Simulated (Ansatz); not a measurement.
In₂Au:
```
In2Au
1.0
    0.00000     4.25963     4.25963
    4.25963     0.00000     4.25963
    4.25963     4.25963     0.00000
In Au
4 2
Cartesian
  5.32453   5.32453   5.32453
  5.32453   3.19472   3.19472
  3.19472   5.32453   3.19472
  3.19472   3.19472   5.32453
  2.12981   2.12981   2.12981
  0.00000   0.00000   0.00000
```

Relaxed with PBE. Special points in fractions of this cell's reciprocal vectors: Γ (0.000, 0.000, 0.000); X (0.500, 0.000, 0.500); U (0.625, 0.250, 0.625); K (0.375, 0.375, 0.750); L (0.500, 0.500, 0.500); W (0.500, 0.250, 0.750).

Question: List the band energies nearest the Fermi level at these points for plane-wave PAW PBE (Ansatz code).

Answer: In eV from the Fermi level; about four levels below and three above (degenerate sets whole), none deeper than 8.9 eV; points with the same levels are listed once.

```tsv
k	below	above
Γ	-1.56 -0.60 -0.60 -0.60	0.55 1.87 1.87
X	-2.75 -2.75 -2.19 -2.19	1.98 1.98 2.90 2.90
U	-2.72 -2.72 -2.22 -0.91	0.54 0.92 1.61
L	-1.66 -1.66 -0.90 -0.90 -0.63	1.04 2.92 3.01 3.01
W	-0.76 -0.76 -0.52 -0.52	2.90 2.90 3.52 3.52
```

Space group Fd-3m (cubic Laves (MgCu2 type)). The cell is a constructed one: a structure type filled with these elements; neither database checked (COD, Materials Project) lists it. COD files the formula under space group No. 225, so this cell is another polymorph or a model. Its standing as an ambient phase is unchecked. The PBE relaxation kept the symmetry of its start; whether a distortion lowers the energy is not shown. Spin–orbit coupling is left out wherever it is not named.

Potentials: the earlier of the program's two PAW sets.
